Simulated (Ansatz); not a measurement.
The calculation used Ansatz, DFT, BLYP, plane waves (420 eV) with PAW, scalar-relativistic. (PAW data from PBE, frozen cores regenerated.)

An element in the omega (AlB2-type) structure gives this curve. The cell is scaled uniformly from the relaxed one, with fractional coordinates and shape fixed. Energies are extrapolated to zero smearing, pressures are those at the given smearing. Magnetic state: spin not included.

```
V (Å³/atom)  E − E₀ (meV/atom)  P (GPa)
    110.949               10.9     0.25
    115.992                4.5     0.15
    121.036                1.1     0.07
    126.079                0.0     0.00
    131.122                0.9    -0.05
    136.165                3.4    -0.10
    141.208                7.3    -0.13
```

Task: Which element is it?
A. caesium
B. calcium
C. rubidium
D. barium

Result: A. Its fit is V₀ = 126.10 Å³/atom, B₀ = 1.6 GPa, B₀′ = 3.9.
